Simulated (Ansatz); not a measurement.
Here is the system:

MoS:
```cif
data_MoS
_chemical_formula_sum 'Mo1 S1'
_space_group_name_H-M_alt 'P 1'
_space_group_IT_number 1
_cell_length_a 3.00544
_cell_length_b 3.00544
_cell_length_c 3.00544
_cell_angle_alpha 90.000
_cell_angle_beta 90.000
_cell_angle_gamma 90.000
loop_
_space_group_symop_operation_xyz
  'x, y, z'
loop_
_atom_site_label
_atom_site_type_symbol
_atom_site_fract_x
_atom_site_fract_y
_atom_site_fract_z
_atom_site_occupancy
Mo1 Mo 0.00000 0.00000 0.00000 1
S1 S 0.50000 0.50000 0.50000 1
```

This is the PBE-relaxed structure.

### Question
All from DFT-PBE in the program Ansatz with PAW potentials, unless another level is named. Estimate the electronic character.

### Answer
metallic (no gap).

### Question
Next, the density of states at the Fermi level?

### Answer
0.69 states/eV per atom (mean over ±0.08 eV).

### Question
Next, the formation energy from the elements (no fitted shifts)?

### Answer
-0.15 eV/atom.

### Question
And the gap with spin–orbit coupling?

### Answer
none (metallic).

Space group Pm-3m (CsCl type). The cell is a constructed one: a structure type filled with these elements; neither database checked (COD, Materials Project) lists it. Its standing as an ambient phase is unchecked. Symmetry was held in the PBE relaxation; its stability against distortions is not shown here. The run is not spin-polarised. The references are the lowest solids computed at this level, not always the standard phases. Spin–orbit coupling is left out wherever it is not named.

Potentials: the earlier of the program's two PAW sets.
